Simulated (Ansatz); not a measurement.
BAs (zinc blende)

```
BAs
1.0
    0.00000     2.38394     2.38394
    2.38394     0.00000     2.38394
    2.38394     2.38394     0.00000
As B
1 1
Direct
  0.25000   0.25000   0.25000
  0.00000   0.00000   0.00000
```

E(V) scan at fixed shape, V₀ the volume above. Symmetry pins the atoms to their sites.

All values below come from PBEsol (plane waves to 420 eV, PAW, scalar-relativistic; Ansatz, a program for electronic structure). k mesh 13×13×13 (Γ-centred), Fermi-Dirac smearing 0.05 eV. Compression counts positive. BAs was relaxed with its symmetry unable to fall.

At one point of the scan the stress tensor (GPa) is:

```
   34.7      0.0      0.0
    0.0     34.7      0.0
    0.0      0.0     34.7
```

**Question.** Which point is it?
(A) V/V₀ = 0.840
(B) V/V₀ = 0.872
(C) V/V₀ = 0.904
(D) V/V₀ = 0.968

**Answer.** A, V/V₀ = 0.840

(A scan under strain: stresses follow from slopes of the energy per volume, elastic moduli from its curvatures.)
